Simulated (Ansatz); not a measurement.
Data:

AlC$_{2}$N:
```cif
data_C2AlN
_chemical_formula_sum 'Al1 N1 C2'
_space_group_name_H-M_alt 'P 1'
_space_group_IT_number 1
_cell_length_a 5.07424
_cell_length_b 5.07424
_cell_length_c 5.07424
_cell_angle_alpha 33.651
_cell_angle_beta 33.651
_cell_angle_gamma 33.651
loop_
_space_group_symop_operation_xyz
  'x, y, z'
loop_
_atom_site_label
_atom_site_type_symbol
_atom_site_fract_x
_atom_site_fract_y
_atom_site_fract_z
_atom_site_occupancy
Al1 Al 0.00161 0.00161 0.00161 1
N1 N 0.86885 0.86885 0.86885 1
C1 C 0.48702 0.48702 0.48702 1
C2 C 0.39249 0.39249 0.39249 1
```

This is the PBEsol-relaxed structure.

Question: All from the program Ansatz at the PBEsol level (PAW), unless another level is named. Give the electronic character.

Answer: metallic (no gap).

Question: Give the density of states at the Fermi level.

Answer: 0.07 states/eV per atom (mean over ±0.08 eV).

Question: And the formation energy from the elements (no fitted shifts)?

Answer: 833 meV/atom.

Space group R3m. The start of the workflow was typed in or built on a structure type; neither database checked (COD, Materials Project) lists it. Its standing as an ambient phase is unchecked. The PBEsol relaxation kept the symmetry of its start. At this level the phase is dynamically unstable (imaginary phonons). Its formation energy is positive at this level, so the cell may be metastable or incomplete. The references are the lowest solids computed at this level, not always the standard phases (solids in place of the gases).

Potentials: the earlier of the program's two PAW sets. The files were generated under PBE; for other functionals the program regenerates the frozen cores, and for LDA and PBEsol the local potential too.
